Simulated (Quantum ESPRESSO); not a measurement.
# AlTa5ZrHf: one composition in several site orders

Simulated, not a measurement. The program is pw.x of Quantum ESPRESSO 7.5 (plane-wave density functional theory). The cell is made up: eight metal atoms on a hexagonal close-packed lattice, with elements, volume, strain and displacements drawn at random and not relaxed, so it may be unstable or far from any real phase. PseudoDojo standard norm-conserving files set the functional (PBE unless stated); there is no spin polarisation or spin-orbit coupling, the Fermi-Dirac width of 0.25 eV means electrons at about 2900 K, and the masses in the input are unused placeholders. Heavy elements are run without spin-orbit coupling, which real alloys of them have. A spin test at this wide smearing found no moment, but such smearing suppresses magnetism that the real alloy may have.

The runs put one composition on the sites in different orders. Cell, positions, cutoff, mesh and smearing stay as in the input of run 1; sites are counted in its order. Stress in the tables is positive in tension.

Input of run 1:

```
&control calculation='scf', pseudo_dir='./dojo.nc.sr.pbe.v0_5.standard.upf', outdir='./o', disk_io='minimal', tprnfor=.true., tstress=.true. /
&system ibrav=0, nat=8, ntyp=4, nbnd=63, ecutwfc=66.00178263, nosym=.true., tot_charge=0,
 occupations='smearing', smearing='fd', degauss=0.0183746611
/
&electrons conv_thr=1.470e-08, electron_maxstep=70, mixing_beta=0.5 /
ATOMIC_SPECIES
Al 1.0 Al.upf
Hf 1.0 Hf.upf
Ta 1.0 Ta.upf
Zr 1.0 Zr.upf
CELL_PARAMETERS angstrom
0.0 0.0 4.9383
5.8795 0.0 0.0
-2.9398 5.0918 0.0
ATOMIC_POSITIONS angstrom
Al 0.0469 0.0294 0.1203
Ta -1.4237 2.481 0.115
Ta 3.0726 0.1017 0.0256
Ta 1.5694 2.5964 -0.0169
Zr 0.007 1.7266 2.4627
Hf -1.3393 4.2192 2.4841
Ta 2.9856 1.7254 2.6136
Ta 1.4281 4.1619 2.4132
K_POINTS automatic
5 5 5 1 1 1
```

| run | elements on sites 1 to 8 | free energy less that of run 1 (eV) | -TS (eV) | pressure (GPa) | stress xx (GPa) | stress yy (GPa) | stress zz (GPa) | stress yz (GPa) | stress xz (GPa) | stress xy (GPa) | iterations |
| --- | --- | --- | --- | --- | --- | --- | --- | --- | --- | --- | --- |
| 1 | Al Ta Ta Ta Zr Hf Ta Ta | 0.000 | -1.716 | 8.86 | -7.69 | -9.95 | -8.95 | -0.26 | -0.40 | 0.89 | 15 |
| 2 | Zr Ta Ta Ta Ta Al Hf Ta | -0.001 | -1.732 | 9.15 | -9.41 | -9.41 | -8.64 | 0.26 | 0.22 | 1.85 | 16 |
| 3 | Ta Hf Zr Ta Al Ta Ta Ta | 0.413 | -1.762 | 8.55 | -7.98 | -9.41 | -8.26 | -0.40 | -0.43 | 1.13 | 16 |
| 4 | Ta Ta Zr Al Ta Hf Ta Ta | 0.216 | -1.779 | 8.57 | -8.38 | -10.19 | -7.13 | 0.09 | -0.24 | 0.84 | 16 |
| 5 | Hf Zr Ta Al Ta Ta Ta Ta | 0.097 | -1.776 | 8.74 | -8.18 | -10.16 | -7.86 | -0.30 | -0.04 | 1.25 | 16 |
| 6 | Ta Ta Al Ta Hf Zr Ta Ta | 0.155 | -1.765 | 8.32 | -8.81 | -8.64 | -7.52 | -0.10 | -0.18 | 0.21 | 15 |

Forces Fx Fy Fz (eV/Å):

| site | run 1 | run 2 | run 3 | run 4 | run 5 | run 6 |
| --- | --- | --- | --- | --- | --- | --- |
| 1 | 0.38 -0.33 -0.72 | 1.13 -0.45 -1.20 | 1.01 -0.45 -0.74 | 0.25 -0.11 -0.88 | 1.08 -0.42 -1.21 | 0.12 -0.39 -1.05 |
| 2 | -0.04 0.98 -0.50 | 0.69 1.43 -0.13 | 0.75 1.49 -0.19 | 0.30 0.85 -0.41 | 0.46 1.64 -0.44 | 0.04 0.80 -0.52 |
| 3 | -0.23 -0.49 0.09 | -0.79 -1.01 0.27 | -1.08 -0.93 -0.04 | -0.46 -0.68 0.08 | -0.92 -0.83 0.04 | -0.55 -0.67 0.06 |
| 4 | -0.05 -0.05 0.26 | -0.63 -0.10 0.40 | -0.58 -0.26 0.19 | -0.37 -0.13 0.21 | -0.49 -0.25 0.19 | 0.12 -0.04 0.31 |
| 5 | 0.23 -1.51 0.73 | 0.27 0.02 0.83 | 0.50 -0.72 0.60 | 0.35 -1.05 0.78 | 0.57 -0.81 0.92 | 0.40 -1.06 0.83 |
| 6 | -1.51 0.70 0.56 | -0.54 0.24 0.41 | -1.37 0.30 0.55 | -1.39 0.34 0.54 | -0.49 0.57 0.57 | -1.26 0.68 0.75 |
| 7 | -0.10 -0.01 -0.74 | -0.21 -0.25 -1.19 | -0.58 0.22 -0.92 | -0.20 0.46 -0.65 | -0.82 -0.24 -0.68 | -0.08 -0.26 -0.65 |
| 8 | 1.32 0.71 0.31 | 0.08 0.12 0.61 | 1.36 0.34 0.55 | 1.52 0.31 0.34 | 0.61 0.33 0.61 | 1.21 0.94 0.27 |

The sites are displaced and not relaxed, so the energy differences mix bonding between neighbours with strain and are not ordering energies. A rerun of one cell of this series at a higher cutoff and on a denser mesh moved values by no more than 0.006 eV in energy, 0.03 GPa in stress and 0.004 eV/Å in force, and a second program with other atomic files agreed on that cell to 2 % rms in force and 0.5 GPa in pressure.